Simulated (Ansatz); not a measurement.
Zone-centre phonons of Al at 5 GPa: input and output

Level of theory: Ansatz, DFT LDA, scalar-relativistic, plane waves, PAW.

Launched with:
```bash
ansatz run input.yaml --threads 1 --pin off --max-ram 3072MiB --backend cpu --events-out ev --progress --plain --runs-dir out
```

Input (bare energies are in eV):
```yaml
crystal:
  lattice:
    - [2.7661644254, 0.0, 0.0]
    - [-1.3830822127, 2.3955686635, 0.0]
    - [0.0, 0.0, 9.0858437904]
  atoms:
    - { symbol: Al, position: [0.0, 0.0, 0.0] }
    - { symbol: Al, position: [0.3333333333, 0.6666666667, 0.25] }
    - { symbol: Al, position: [0.0, 0.0, 0.5] }
    - { symbol: Al, position: [0.6666666667, 0.3333333333, 0.75] }
basis:
  ecutwfc: 420
kpoints:
  mp_grid: { grid: [18, 18, 6] }
hamiltonian:
  xc: lda
scf:
  occupations: { method: fermi_dirac, width: 0.15 }
output:
  eigenvalues: true
phonons:
  method: dfpt
  eigenvectors: true
```

The end of the output:
```
--- Phonons (Γ-DFPT): 4 representative perturbations + reference, on 524 of 1944 k-points (Σ response iterations 11) ---
  k mesh reduced under 2 symmetry operations, with k and −k counted as one. Each operation leaves every solved perturbation unchanged. A smaller set is not used because it would not reduce the number of displacements ...
  ASR residual: 3.376e-5 → 0.000e0 eV/Å²; symmetrization residual: 5.344e-6 eV/Å²
  ASR residual per site (eV/Å²): 3.37e-5 3.38e-5 3.37e-5 3.38e-5
  Γ frequencies (cm⁻¹): 0.00 0.00 0.00 96.22 96.22 125.39 125.39 163.08 163.08 248.09 251.09 355.70
  non-analytic LO–TO correction: not included (Born effective charges unavailable; polar crystals: no LO–TO splitting at Γ)
```

It took 2.1 min on 1 thread of Intel(R) Xeon(R) Platinum 8259CL CPU @ 2.50GHz (Skylake/Cascade Lake), with other jobs on the host, peak memory 1.5 GiB.

In a metal, frequencies and elastic constants depend on the k mesh and the smearing, soft modes and shear constants most. Other phases may be more stable at this pressure.

This form isn't the element's structure at ambient conditions.